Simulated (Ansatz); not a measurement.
SiC2:
Space group P4₂/mmc (No. 131); a = 3.156 Å, b = 3.156 Å, c = 6.870 Å, α = 90.00°, β = 90.00°, γ = 90.00°

```json
[
 {"atom": "Si", "site": "2e", "symmetry": "-4m2", "x": "0.0000", "y": "0.0000", "z": "0.2500"},
 {"atom": "C", "site": "4i", "symmetry": "2mm.", "x": "0.0000", "y": "0.5000", "z": "0.0992"}
]
```

This is the PBEsol-relaxed structure.

Q: All from DFT-PBEsol in the program Ansatz with PAW potentials, unless another level is named. Give the bulk modulus (Birch–Murnaghan fit).

A: 162 GPa.

Q: And the highest zone-centre frequency?

A: 1499 cm⁻¹.

Space group P4_2/mmc. The start of the workflow was typed in or built on a structure type; neither database checked (COD, Materials Project) lists it. Whether it is the stable phase at ambient conditions was not checked. The cell was relaxed with PBEsol under the symmetry of its start; its stability against distortions is not shown here. Its formation energy is positive at this level, so the cell may be metastable or incomplete. As this level gives no gap, phonon frequencies hold no LO–TO term and depend on the k-mesh and smearing (Fermi–Dirac, 0.1 eV here).

Potentials: the earlier of the program's two PAW sets. The files were generated under PBE; for other functionals the program regenerates the frozen cores, and for LDA and PBEsol the local potential too.
